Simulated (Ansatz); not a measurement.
Space group P-3m1 (No. 164). a = 3.800 Å, b = 3.800 Å, c = 6.898 Å, α = 90.00°, β = 90.00°, γ = 120.00°
| atom | site | symmetry | x | y | z |
| --- | --- | --- | --- | --- | --- |
| Ti | 1a | -3m. | 0.0000 | 0.0000 | 0.0000 |
| Te | 2d | 3m. | 0.6667 | 0.3333 | 0.2463 |

Equation of state of this TiTe2 structure (not necessarily the ground state), with shape and atoms relaxed at each volume where symmetry leaves them free. It has no gap at any of these volumes. These are results of DFT r2SCAN, scalar-relativistic, plane waves, PAW (Ansatz), not measurements.

Plane waves to 500 eV, a k mesh through Γ of 12×12×8 on the computed 3-atom cell and Gaussian smearing (0.10 eV); no spin polarisation.

```json
{"V (Å³/atom)": "27.033", "E − E(largest V) (meV/atom)": "2.86", "P (GPa)": "1.40"}
{"V (Å³/atom)": "27.895", "E − E(largest V) (meV/atom)": "-2.16", "P (GPa)": "0.54"}
{"V (Å³/atom)": "28.758", "E − E(largest V) (meV/atom)": "-3.59", "P (GPa)": "0.02"}
{"V (Å³/atom)": "29.621", "E − E(largest V) (meV/atom)": "-2.64", "P (GPa)": "-0.37"}
{"V (Å³/atom)": "30.484", "E − E(largest V) (meV/atom)": "0.00", "P (GPa)": "-0.60"}
```

**Question.** Fit a third-order Birch–Murnaghan equation to E(V).

**Answer.** V0 = 28.79 Å³/atom, B0 = 15 GPa, B0' = 11.9. B0' is unusual or poorly fixed by this range.

Spin-orbit coupling is left out, which matters for the bands of heavy elements.

Cost: 5 runs of about 16 core-minutes in all, on Arm Neoverse V2 (shared hosts).